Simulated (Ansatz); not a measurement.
Task: Name crystals whose computed values (the program Ansatz at the PBE level (PAW)) fall in these windows: G_Hill (GPa) 17 to 21; Θ_D (K) 320 to 420; B₀ by P(V) fit (GPa) 31 to 41.

Result: 

```
crystal            G_Hill (GPa)  Θ_D (K)  B₀ by P(V) fit (GPa)
-----------------  ------------  -------  --------------------
Mg, hcp (Mg type)          19.0      383                  35.9
```
Others may fit too.

The cell was relaxed under the symmetry of its start.

Potentials: the earlier of the program's two PAW sets.
